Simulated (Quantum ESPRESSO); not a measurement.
## Band energies of TlIO₃

```
CELL_PARAMETERS angstrom
      3.26539     1.88527     2.75092
     -3.26539     1.88527     2.75092
      0.00000    -3.77054     2.75092
ATOMIC_POSITIONS crystal
  O  0.89716 0.46510 0.46510
  O  0.46510 0.89716 0.46510
  O  0.46510 0.46510 0.89716
  I  0.50746 0.50746 0.50746
  Tl 0.00286 0.00286 0.00286
```

PBEsol (Quantum ESPRESSO, PseudoDojo norm-conserving, 84 Ry, scalar-relativistic); path ΓLB1,BZΓX,QFP1Z,LP; energies in eV from the valence-band maximum.

```csv
k (1/Å),point,band 15,band 16,band 17,band 18,band 19,band 20,band 21,band 22
0.00,Γ,-1.30,-1.06,-1.06,-0.94,-0.68,6.20,6.43,6.43
0.22,,-1.28,-1.01,-1.00,-0.80,-0.67,5.59,6.01,6.33
0.67,L,-1.29,-0.92,-0.78,-0.67,-0.22,3.96,4.36,6.06
0.86,,-1.31,-1.14,-0.70,-0.60,-0.26,4.13,4.24,5.95
1.23,,-1.41,-0.91,-0.79,-0.43,-0.16,3.56,4.20,4.69
1.60,B1,-2.24,-0.67,-0.66,-0.28,-0.01,3.02,3.03,3.73
1.60,B,-2.24,-0.67,-0.66,-0.28,-0.01,3.02,3.03,3.73
1.64,Z,-2.28,-0.66,-0.66,-0.28,-0.01,3.02,3.02,3.72
1.83,,-2.22,-0.69,-0.69,-0.31,-0.06,3.24,3.24,3.79
2.21,,-1.79,-0.86,-0.86,-0.49,-0.37,4.34,4.61,4.61
2.40,,-1.53,-0.97,-0.97,-0.63,-0.59,5.01,5.41,5.41
2.78,Γ,-1.30,-1.06,-1.06,-0.94,-0.68,6.20,6.43,6.43
2.97,,-1.26,-1.04,-0.99,-0.85,-0.68,5.87,6.25,6.30
3.34,,-1.27,-1.13,-0.74,-0.57,-0.32,4.32,4.92,5.35
3.72,X,-1.24,-1.04,-0.82,-0.40,-0.20,3.56,3.99,5.36
3.72,Q,-1.24,-1.04,-0.82,-0.40,-0.20,3.56,3.99,5.36
3.74,F,-1.24,-1.04,-0.82,-0.39,-0.20,3.56,3.98,5.36
3.95,,-1.42,-0.91,-0.81,-0.38,-0.16,3.43,3.84,5.03
4.39,P1,-2.25,-0.67,-0.66,-0.28,-0.01,3.02,3.03,3.72
4.39,Z,-2.28,-0.66,-0.66,-0.28,-0.01,3.02,3.02,3.72
5.33,L,-1.29,-0.92,-0.78,-0.67,-0.22,3.96,4.36,6.06
5.64,,-1.45,-0.84,-0.63,-0.55,-0.33,3.98,4.17,5.33
6.25,P,-2.25,-0.67,-0.66,-0.28,-0.01,3.02,3.03,3.72
```

The PBEsol gap is 3.02 eV and nearly direct: the edges lie at 80 % of the way from L to B1 and Z, the smallest direct gap within 0.02 eV of it. Another valence and conduction extremum on the path lies within 0.02 eV, too close to call.

Spin-orbit coupling is left out; with 6p states at a band edge it can lower the gap by many tenths of an eV, most of a small gap.

Geometry relaxed with PBE+D3(BJ).

The structure is a Materials Project entry; no match was found in the copy of COD used, and its stability was not checked.
